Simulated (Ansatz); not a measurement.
MgO:
```xyz
2
Lattice="0.0000 2.1011 2.1011 2.1011 0.0000 2.1011 2.1011 2.1011 0.0000" Properties=species:S:1:pos:R:3 pbc="T T T"
Mg     0.0000     0.0000     0.0000
O      2.1011     2.1011     2.1011
```

Relaxed with HSE06.

Question: Give the Bader charges and basin volumes of the independent atoms, the program Ansatz at the HSE06 level (PAW).

Answer: 

| atom | Bader charge (e) | Bader volume (Å³) |
|---|---|---|
| Mg1 | +1.74 | 4.5 |
| O2 | -1.74 | 14.1 |

Space group Fm-3m (rock salt). The cell was relaxed with HSE06 under the symmetry of its start.

Potentials: the earlier of the program's two PAW sets. The files were generated under PBE; for other functionals the program regenerates the frozen cores, and for LDA and PBEsol the local potential too.
